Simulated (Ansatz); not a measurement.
Relaxed-ion elastic tensor of GaBi (rock salt, Fm-3m) in GPa (Voigt order), PBEsol in the plane-wave PAW code Ansatz; density 9.08 g/cm³, 25.49 Å³ per atom.

```
 119  25.2  25.2   0.0   0.0   0.0
25.2   119  25.2   0.0   0.0   0.0
25.2  25.2   119   0.0   0.0   0.0
 0.0   0.0   0.0   3.7   0.0   0.0
 0.0   0.0   0.0   0.0   3.7   0.0
 0.0   0.0   0.0   0.0   0.0   3.7
```

Is the crystal mechanically stable?

Yes: the smallest eigenvalue of C is 3.7 GPa.

Work out the Voigt and Reuss bounds. Is their mean of use?

K_V = 56.3, K_R = 56.3; G_V = 20.9, G_R = 5.9 GPa. The bounds lie so far apart that a Hill average or a Debye temperature from it would say little.

The cell is a constructed one: a structure type filled with these elements; neither database checked (COD, Materials Project) lists it. Whether it is the stable phase at ambient conditions was not checked. Symmetry was held in the PBEsol relaxation; of distortions, only those at the zone centre were tested. As this level gives no gap, shear constants depend on the k-mesh and smearing (Fermi–Dirac, 0.1 eV here). Scalar-relativistic: spin–orbit coupling is off unless named, which matters more the heavier the elements.

Potentials: the later of the program's two PAW sets.
